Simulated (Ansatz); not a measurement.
Si2W:
```
CELL_PARAMETERS angstrom
      0.00000     3.97031     4.48916
      2.29534     0.00000     4.48916
      2.29534     3.97031     0.00000
ATOMIC_POSITIONS crystal
  Si 0.66368 0.33632 0.66368
  Si 0.33632 0.66368 0.33632
  Si 0.58632 0.91368 0.58632
  Si 0.91368 0.58632 0.91368
  W  0.00000 0.00000 0.00000
  W  0.25000 0.25000 0.25000
```

Relaxed with PBE. Special points in fractions of this cell's reciprocal vectors: Γ (0.000, 0.000, 0.000); Y (0.500, 0.000, 0.500); T (1.000, 0.500, 0.500); Z (0.500, 0.500, 0.000); Σ0 (0.000, 0.399, 0.399); U0 (1.000, 0.601, 0.601); C0 (0.500, 0.232, 0.732); A0 (0.500, 0.768, 0.268); L (0.500, 0.500, 0.500).

**Question.** List the band energies nearest the Fermi level at these points for PBE in the plane-wave PAW code Ansatz.

**Answer.** In eV from the Fermi level; about four levels below and three above (degenerate sets whole), none deeper than 8.9 eV; points with the same levels are listed once.

| k | below | above |
|---|---|---|
| Γ | -3.24 -2.49 -2.33 -2.16 | 0.44 1.15 2.45 |
| Y | -2.79 -2.79 -0.32 -0.32 | 2.27 2.27 3.14 3.14 |
| T | -2.44 -2.44 -1.32 -1.32 | 1.35 1.35 2.80 2.80 |
| Z | -2.21 -2.21 -1.67 -1.67 | 2.69 2.69 2.72 2.72 |
| Σ0 | -1.94 -1.76 -1.19 -1.06 | 0.33 1.85 2.68 |
| C0 | -2.77 -2.77 -0.21 -0.21 | 0.89 0.89 2.21 2.21 |
| L | -2.95 -2.18 -1.77 -0.58 | 0.08 0.24 1.39 |

Space group Fddd. A made-up cell: these elements were put on the sites of a structure type; neither database checked (COD, Materials Project) lists it. It is not the phase usual at ambient conditions (space group No. 139). The cell was relaxed with PBE under the symmetry of its start; its stability against distortions is not shown here. No spin polarisation was allowed. Spin–orbit coupling is left out wherever it is not named.

Potentials: the later of the program's two PAW sets.
